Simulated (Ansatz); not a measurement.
Ge2Mo:
```
CELL_PARAMETERS angstrom
      6.35105     0.00000     0.00000
      0.00000     3.46023     0.00000
      0.00000     0.00000     8.57496
ATOMIC_POSITIONS crystal
  Ge 0.93661 0.25000 0.36856
  Ge 0.06339 0.75000 0.63144
  Ge 0.56339 0.75000 0.86856
  Ge 0.43661 0.25000 0.13144
  Ge 0.63520 0.75000 0.45964
  Ge 0.36480 0.25000 0.54036
  Ge 0.86480 0.25000 0.95964
  Ge 0.13520 0.75000 0.04036
  Mo 0.25018 0.25000 0.82902
  Mo 0.74982 0.75000 0.17098
  Mo 0.24982 0.75000 0.32902
  Mo 0.75018 0.25000 0.67098
```

Relaxed with r²SCAN. Special points in fractions of this cell's reciprocal vectors: Γ (0.000, 0.000, 0.000); X (0.500, 0.000, 0.000); S (0.500, 0.500, 0.000); Y (0.000, 0.500, 0.000); Z (0.000, 0.000, 0.500); U (0.500, 0.000, 0.500); R (0.500, 0.500, 0.500); T (0.000, 0.500, 0.500).

Q: List the band energies nearest the Fermi level at these points for DFT-r²SCAN in the program Ansatz with PAW potentials.

A: In eV from the Fermi level; about four levels below and three above (degenerate sets whole), none deeper than 8.9 eV; points with the same levels are listed once.

```json
[
 {"k": "Γ", "below": "-0.51 -0.49 -0.33 -0.08", "above": "0.27 0.96 1.44"},
 {"k": "X", "below": "-0.70 -0.70 -0.31 -0.31", "above": "0.82 0.82 1.81 1.81"},
 {"k": "S", "below": "-1.55 -1.55 -1.55 -1.55", "above": "1.55 1.55 1.55 1.55"},
 {"k": "Y", "below": "-1.61 -1.61 -1.20 -1.20", "above": "1.39 1.39 1.43 1.43"},
 {"k": "Z", "below": "-1.26 -1.26 -0.85 -0.85", "above": "0.09 0.09 0.67 0.67"},
 {"k": "U", "below": "-0.63 -0.63 -0.41 -0.41", "above": "1.19 1.19 1.41 1.41"},
 {"k": "R", "below": "-1.28 -1.28 -1.28 -1.28", "above": "1.78 1.78 1.78 1.78"},
 {"k": "T", "below": "-1.24 -1.24 -1.12 -1.12", "above": "1.21 1.21 1.73 1.73"}
]
```

Space group Pnma. The first step of the workflow began from a Materials Project structure, measured or hypothetical; the Crystallography Open Database files this formula in space group No. 62, but the cells were not matched. Its standing as an ambient phase is unchecked. The cell was relaxed with r²SCAN under the symmetry of its start; its stability against distortions is not shown here. The run is not spin-polarised. Scalar-relativistic: spin–orbit coupling is off unless named, which matters more the heavier the elements.

Potentials: the later of the program's two PAW sets.
